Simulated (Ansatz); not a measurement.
TiTeSe:
Space group P3m1 (No. 156); a = 3.6628 Å, b = 3.6628 Å, c = 6.4893 Å, α = 90.00°, β = 90.00°, γ = 120.00°

```json
[
 {"atom": "Ti", "site": "1a", "symmetry": "3m.", "x": "0.0000", "y": "0.0000", "z": "0.9784"},
 {"atom": "Te", "site": "1c", "symmetry": "3m.", "x": "0.6667", "y": "0.3333", "z": "0.2580"},
 {"atom": "Se", "site": "1b", "symmetry": "3m.", "x": "0.3333", "y": "0.6667", "z": "0.7635"}
]
```

Relaxed at zero pressure with plane-wave PAW r²SCAN+D4 (Ansatz code).

Question: The volume is raised by 6 % and shape and atoms relax at that volume. What pressure results, and how do the axes share the change?

Answer: -1.0 GPa; a 0.8 %, b 0.8 %, c 4.4 %; the energy rises by 5 meV/atom.

Question: Give the new structure.

Answer: 
Space group P3m1 (No. 156); a = b = 3.691 Å, c = 6.775 Å, α = β = 90.00°, γ = 120.00°

| atom | site | symmetry | x | y | z |
|---|---|---|---|---|---|
| Ti | 1a | 3m. | 0.0000 | 0.0000 | 0.9788 |
| Te | 1c | 3m. | 0.6667 | 0.3333 | 0.2465 |
| Se | 1b | 3m. | 0.3333 | 0.6667 | 0.7747 |

The phase is kept; no other phase was compared at this pressure.

The first step of the workflow began from a Materials Project structure, measured or hypothetical; the Crystallography Open Database copy checked does not list it. Its standing as an ambient phase is unchecked. The cell was relaxed with r²SCAN+D4 under the symmetry of its start; whether a distortion lowers the energy is not shown. No spin polarisation was allowed. Scalar-relativistic: spin–orbit coupling is off unless named, which matters more the heavier the elements.

Potentials: the later of the program's two PAW sets.
